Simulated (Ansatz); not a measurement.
Sb2Se3:
```xyz
20
Lattice="12.0956 0.0000 0.0000 0.0000 3.9892 0.0000 0.0000 0.0000 11.6379" Properties=species:S:1:pos:R:3 pbc="T T T"
Sb     0.3891     0.9973     3.8281
Sb    11.7064     2.9919     7.8098
Sb     5.6586     2.9919     9.6471
Sb     6.4369     0.9973     1.9908
Sb     1.7360     2.9919     0.4415
Sb    10.3595     0.9973    11.1964
Sb     4.3117     0.9973     6.2605
Sb     7.7838     2.9919     5.3774
Se     0.6348     0.9973    10.1460
Se    11.4608     2.9919     1.4920
Se     5.4130     2.9919     4.3270
Se     6.6826     0.9973     7.3109
Se     1.5461     2.9919     5.1891
Se    10.5495     0.9973     6.4488
Se     4.5017     0.9973    11.0081
Se     7.5939     2.9919     0.6299
Se     2.5316     0.9973     2.2453
Se     9.5640     2.9919     9.3926
Se     3.5162     2.9919     8.0642
Se     8.5794     0.9973     3.5737
```

Relaxed with r²SCAN+D4.

Q: Map the valence electron density (e/Å³), cut off at 1 on the plane through (0.032, 0.250, 0.329) spanned by u = [1, 0, 0] and v = [0, 0, 1] in lattice vectors, from r²SCAN+D4 in the plane-wave PAW code Ansatz.

A: x is the fraction of u, y of v (the angle between them is 90°; rows are the nearest grid lines); atoms in the plane: Sb at (0.00, 0.00), Sb at (0.50, 0.84), Sb at (0.82, 0.63), Sb at (0.32, 0.21), Se at (0.02, 0.54), Se at (0.52, 0.30), Se at (0.84, 0.23), Se at (0.34, 0.62), Se at (0.18, 0.86), Se at (0.68, 0.98).
```
y \ x   0.000  0.100  0.175  0.275  0.375  0.450  0.550  0.625  0.725  0.825  0.900   1.00
------  -----  -----  -----  -----  -----  -----  -----  -----  -----  -----  -----  -----
1.00     1.00  0.264  0.092  0.026  0.035  0.054  0.125   1.00   1.00  0.052  0.292   1.00
0.925   0.795  0.520   1.00  0.158  0.053  0.342  0.409  0.835  0.857  0.038  0.123  0.795
0.850   0.067  0.608   1.00  0.285  0.117   1.00   1.00  0.178  0.073  0.021  0.044  0.067
0.775   0.032  0.195  0.480  0.089  0.094  0.537  0.478  0.074  0.029  0.074  0.066  0.032
0.700   0.057  0.069  0.058  0.241  0.507  0.128  0.065  0.041  0.155   1.00  0.243  0.057
0.625   0.545  0.198  0.044   1.00   1.00  0.202  0.017  0.017  0.273   1.00  0.703  0.545
0.550    1.00  0.542  0.038  0.401  0.704  0.130  0.011  0.008  0.097  0.509  0.346   1.00
0.450   0.403  0.109  0.017  0.031  0.047  0.061  0.046  0.015  0.033  0.039  0.059  0.403
0.375   0.047  0.014  0.019  0.055  0.052  0.275  0.602  0.076  0.021  0.061  0.066  0.047
0.300   0.034  0.007  0.023  0.245  0.279  0.854   1.00  0.200  0.074  0.716  0.378  0.034
0.225   0.038  0.014  0.042   1.00   1.00  0.435  0.648  0.112  0.166   1.00   1.00  0.038
0.150   0.064  0.045  0.045  0.760  0.642  0.089  0.077  0.064  0.083  0.724  0.413  0.064
0.0750  0.759  0.120  0.030  0.067  0.085  0.046  0.054  0.262  0.215  0.062  0.151  0.759
0.000    1.00  0.264  0.092  0.026  0.035  0.054  0.125   1.00   1.00  0.052  0.292   1.00
```

The density is the valence pseudo-density with augmentation charge, so density and ELF within about 1 Å of a nucleus are not all-electron values.

Space group Pnma. The r²SCAN+D4 relaxation kept the symmetry of its start. Spin–orbit coupling is left out wherever it is not named.

Potentials: the later of the program's two PAW sets.
